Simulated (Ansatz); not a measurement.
GeSe$_{2}$ in space group Pnnm (No. 58; Ge on 2a, Se on 4g) at seven volumes, plane-wave PAW PBE (Ansatz code), shape and atoms relaxed at each. One row is withheld.

```tsv
V (Å³/atom)	P (GPa)
23.591	3.17
24.369	?
25.147	0.96
25.925	0.00
26.702	-0.82
27.480	-1.72
28.258	-2.56
```

Q: Fit the shown pressures and predict the withheld one.

A: P = (3/2)B₀(x^(7/2) − x^(5/2))[1 + (3/4)(B′ − 4)(x − 1)] with x = (V₀/V)^(2/3). Least squares on the six rows gives V₀ = 25.944 Å³/atom, B₀ = 31.5 GPa, B′ = 1.35. At V = 24.369, x = 1.0426 and P = 2.05 GPa. The run itself gave 2.05 GPa.

A made-up cell: these elements were put on the sites of a structure type; neither database checked (COD, Materials Project) lists it. Whether it is the stable phase at ambient conditions was not checked. The cell was relaxed with PBE under the symmetry of its start; its stability against distortions is not shown here.

Potentials: the later of the program's two PAW sets.
